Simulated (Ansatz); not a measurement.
Calculated ¹¹⁹Sn Mössbauer parameters for SiC with Sn replacing C

Cell: a supercell of SiC (zinc blende type, F-43m) built from an entry of the Crystallography Open Database (COD), with the ions relaxed around the defect (PBE).

Space group F-43m (No. 216); a = 13.0740 Å.

```
site  Wyckoff  site symmetry       x       y       z
 Si1      16e            .3m  0.3999  0.1001  0.3999
 Si3      24g           2.mm  0.7500  0.0827  0.7500
 Si5      48h            ..m  0.7504  0.9166  0.5834
Si14       4d           -43m  0.7500  0.7500  0.7500
Si18      16e            .3m  0.0834  0.5834  0.9166
  Sn       4a           -43m  0.5000  0.0000  0.5000
 C29      48h            ..m  0.6705  0.9990  0.6705
 C32      16e            .3m  0.8332  0.8332  0.6668
 C36      16e            .3m  0.1667  0.6667  0.8333
 C42      24f           2.mm  0.0000  0.6668  0.0000
```

One atom of each set is listed; the run and its k-mesh use a cell of 54 atoms with edges of 9.24, 9.24, 9.24 Å.

All values are calculated (Ansatz; DFT, PBE, plane waves and PAW, scalar-relativistic, 420 eV cutoff, Γ-centred 3×3×3 k-points, Fermi–Dirac smearing 0.01 eV), not measured.

Isomer shifts (against SnO₂) follow from the electron density at the nucleus, δ = α(ρ − ρ₀), with α = 0.099 mm s⁻¹ a₀³ and ρ₀ = 183191.44 a₀⁻³ from a line fitted to 8 measured compounds at this level of theory (rms miss 0.12 mm/s). ΔE_Q = ½eQV_zz(1 + η²/3)^½ with Q = -0.132 b for the 23.9 keV state.

(1) Where do the absorption lines lie?

## Answers

(1) Sn (1 atom a cell): δ = 1.80, |ΔE_Q| = 0.00 mm/s, a single line at 1.80 mm/s.

The run isn't spin-polarised, and a state with spin may lie lower. The defect repeats with the cell of 54 atoms, so it feels its images: sites between two images don't show the values beside a lone defect, and zeros or small values of η there can come from the images' arrangement. The relaxation keeps the site symmetry -43m of the start, so the impurity can't leave its site; a distortion that would localise the partly filled state isn't explored. The cell keeps the host's lattice, where the PBE pressure is 13 GPa.

The relaxation (6 steps) took 4 min of wall time (4 min of CPU time) and 1.1 GiB at its peak, on 1 thread of Arm Neoverse V1 (aarch64; 8 cores open to the job, memory cap 3.0 GiB, no GPU), a shared host with a load of 0.4 a core.
